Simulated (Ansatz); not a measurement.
## Structure relaxation, S

The relaxed structure here is a generated cell of S: the first start was made by a random draw of sites in a space group, and the end was not matched to a known phase here, so it may be hypothetical.

The start is a randomly generated symmetric cell of S (space group No. 166). A full variable-cell relaxation at zero pressure is run with r2SCAN (plane waves to 500 eV, PAW, scalar-relativistic; Ansatz, an electronic-structure program). First-step values are on the input's coarse k-mesh.

Ansatz input (later rounds restart from its end on a renewed k-mesh):
Ansatz 0.2 input:
```yaml
crystal:
  lattice:
    - [1.6660561, 0.961898, 1.8252338]
    - [-1.6660561, 0.961898, 1.8252338]
    - [0, -1.9237959, 1.8252338]
  atoms:
    - { symbol: S, position: [0, 0, 0] }
basis: { ecutwfc: 500, ecutrho_ratio: 4, xc_grid: 4, fft_grid_basis: typed }
kpoints: { mp_grid: { grid: [9, 9, 9] } }
hamiltonian:
  xc: r2scan
  dispersion: none
  pseudopotentials: { azcp: { folder: ./paw }, kind: paw }
scf: { occupations: { method: fermi_dirac, width: 0.05 } }
relax: { f_tol: 0.01, max_steps: 100, cell: { stress_tol: 0.02 } }
output: { forces: true, stress: true }
```

Task: What symmetry does the relaxed structure have?

Result: The space group goes from R-3m (No. 166) to Pm-3m (No. 221); the end is simple cubic type, with 1 atom in the primitive cell.

Task: How does the volume per atom move from start to end?

Result: -2.9 %, from 17.55 to 17.04 Å³/atom.

Task: How do the shortest distances between atoms change?

Result: The closest pairs of elements (up to four, under 3.6 Å), start → end: S–S 2.65 → 2.57 Å.

Task: What band gap does the relaxed structure have at this level?

Result: No gap (metallic).

Task: Give the final cell and atomic positions.

Result: 
Space group Pm-3m (No. 221); a = b = c = 2.5732 Å, α = β = γ = 90.00°

```json
[
 {"atom": "S", "site": "1a", "symmetry": "m-3m", "x": "0.0000", "y": "0.0000", "z": "0.0000"}
]
```

Final values are on a 18×18×18 k-mesh of the relaxed cell. No spin polarisation in the result.

The run could not lose the symmetry of its start: the end is stationary, and may be a saddle point rather than a minimum.
